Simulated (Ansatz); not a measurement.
Theory: DFT PBE, scalar-relativistic, plane waves, PAW (Ansatz 0.2.0). All cells share a 420 eV cutoff and Γ-centred k meshes spaced at most about 0.3 Å⁻¹ (about 0.25 or finer for metals, 2π included). No spin polarisation in the final relaxations.

Temperature and zero-point effects are left out. All come from trial cells, and lower structures may exist.

Question: Order these relaxed structures of LiSe3 by energy, lowest first, with the energy over the lowest of them.
A.

```
Li Se
1.0
     3.97224    0.00000    0.00000
     0.00000    3.97224    0.00000
     0.00000    0.00000    5.45995
Li Se
1 3
Cartesian
  0.0000 0.0000 0.0000
  1.9861 1.9861 1.1636
  1.9861 1.9861 4.2964
  0.0000 0.0000 2.7300
```

B.

```
Li Se
1.0
     3.96443    0.00000    0.00000
    -1.98222    3.43330    0.00000
     0.00000    0.00000    7.46765
Li Se
1 3
Direct
  0.00000 0.00000 0.50000
  0.66667 0.33333 0.67422
  0.66667 0.33333 0.32578
  0.66667 0.33333 0.00000
```

Answer: B (0 meV/atom), A (89 meV/atom). Forms: B P-6m2; A P4/mmm. Counting Se atoms around Li (those within 1.25 times the shortest such distance or 1.15 times the sum of covalent radii, 1.27 where that leaves under three; a plus sign parts nearer from farther groups): B has Li 6; A has Li 2+8. B holds Se–Se chains (shortest 2.43 Å); A holds Se–Se pairs (shortest 2.33 Å).

In P-6m2, P4/mmm an odd number of electrons in the primitive cell allows no gap without spin; a larger cell or a magnetic state could open one. A magnetic state wasn't ruled out in cells without spin, among them P4/mmm. Cells relaxed within their symmetry can be saddle points. Some candidate types were left out of the draw beforehand, so a known form may be missing.
